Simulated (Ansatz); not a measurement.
BaS:
```cif
data_BaS
_chemical_formula_sum 'Ba1 S1'
_space_group_name_H-M_alt 'P 1'
_space_group_IT_number 1
_cell_length_a 4.47706
_cell_length_b 4.47706
_cell_length_c 4.47706
_cell_angle_alpha 60.000
_cell_angle_beta 60.000
_cell_angle_gamma 60.000
loop_
_space_group_symop_operation_xyz
  'x, y, z'
loop_
_atom_site_label
_atom_site_type_symbol
_atom_site_fract_x
_atom_site_fract_y
_atom_site_fract_z
_atom_site_occupancy
Ba1 Ba 0.00000 0.00000 0.00000 1
S1 S 0.50000 0.50000 0.50000 1
```

Relaxed with PBEsol. PBEsol (plane waves, PAW; program Ansatz) gives a gap of 2.04 eV.

Question: What gap does HSE06 give on the same cell (Ansatz, PAW)?

Answer: 3.07 eV, 1.03 eV more. The hybrid was solved on a coarser mesh and at special points; its gap is the smallest among all of these.

| k | v1 PBEsol | c1 PBEsol | v1 HSE06 | c1 HSE06 |
|---|---|---|---|---|
| Γ | 0.00 | 3.63 | ? | ? |
| X | -0.09 | 2.04 | -0.11 | 3.07 |
| L | -1.08 | 5.46 | ? | ? |
| W | -0.42 | 4.22 | ? | ? |
| K | -0.46 | 3.23 | ? | ? |

Question: Top valence (v1) and lowest conduction level (c1) in eV from each method's valence maximum (which need not be a listed point): supply the withheld HSE06 values.

Answer: 
- L, v1 HSE06: -1.14
- L, c1 HSE06: 6.65
- K, v1 HSE06: -0.50
- K, c1 HSE06: 4.32
- W, v1 HSE06: -0.45
- W, c1 HSE06: 5.37
- Γ, v1 HSE06: 0.00
- Γ, c1 HSE06: 4.81

Cost on shared cores: the PBEsol run (SCF on a 8×8×8 mesh, then bands and DOS) about 11 core-seconds (a rough figure), the HSE06 run (SCF on 6×6×6, then a few points) about 100 core-seconds (a rough figure); the tasks are unlike.

Space group Fm-3m (rock salt). Symmetry was held in the PBEsol relaxation. Scalar-relativistic: spin–orbit coupling is off unless named, which matters more the heavier the elements.

Potentials: the later of the program's two PAW sets.
